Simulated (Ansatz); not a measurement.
Cells of SnSe relaxed with PBEsol (plane waves to 420 eV, PAW, scalar-relativistic; Ansatz, an electronic-structure program), each with a space-group label. One label is wrong.

**A**, labelled P6₃mc (No. 186)
```xyz
8
Lattice="5.0223 0.0000 0.0000 -2.5112 4.3495 0.0000 0.0000 0.0000 11.7691" Properties=species:S:1:pos:R:3 pbc="T T T"
Sn     0.0000     0.0000     0.3156
Sn     0.0000     0.0000     6.2001
Sn     2.5112     1.4498     9.1222
Sn     0.0000     2.8996     3.2376
Se     0.0000     0.0000     9.2379
Se     0.0000     0.0000     3.3534
Se     2.5112     1.4498     6.3411
Se     0.0000     2.8996     0.4566
```

**B**, labelled P4₂/mmc (No. 131)
```
CELL_PARAMETERS angstrom
      5.07547     0.00000     0.00000
      0.00000     5.07547     0.00000
      0.00000     0.00000    11.97464
ATOMIC_POSITIONS crystal
  Se 0.00000 0.50000 0.00000
  Se 0.50000 0.00000 0.50000
  Se 0.50000 0.50000 0.00000
  Se 0.50000 0.50000 0.50000
  Sn 0.00000 0.00000 0.12051
  Sn 0.00000 0.00000 0.62051
  Sn 0.00000 0.00000 0.87949
  Sn 0.00000 0.00000 0.37949
```

**C**, labelled F-43m (No. 216)
```yaml
crystal:
  lattice:
    - [0.00000, 3.32833, 3.32833]
    - [3.32833, 0.00000, 3.32833]
    - [3.32833, 3.32833, 0.00000]
  atoms:
    - { symbol: Se, position: [0.75000, 0.75000, 0.75000] }
    - { symbol: Sn, position: [0.00000, 0.00000, 0.00000] }
```

**D**, labelled P4/mmm (No. 123)
```
CELL_PARAMETERS angstrom
      3.15840     0.00000     0.00000
     -1.57920     2.73525     0.00000
      0.00000     0.00000     5.64324
ATOMIC_POSITIONS crystal
  Se 0.00000 0.00000 0.00000
  Sn 0.00000 0.00000 0.50000
```

Which label is wrong, and what should it be (tolerance 0.01 Å)?

D: its symmetry is P6/mmm (No. 191), hP2; a = b = 3.158 Å, c = 5.643 Å, α = β = 90.00°, γ = 120.00°.

Each run could gain symmetry but not lose that of its start, so entries can be saddle points. All of these are generated cells (placed on structure types, drawn at random, substituted or restacked) that were not matched to a known phase here.

No spin polarisation in the result.
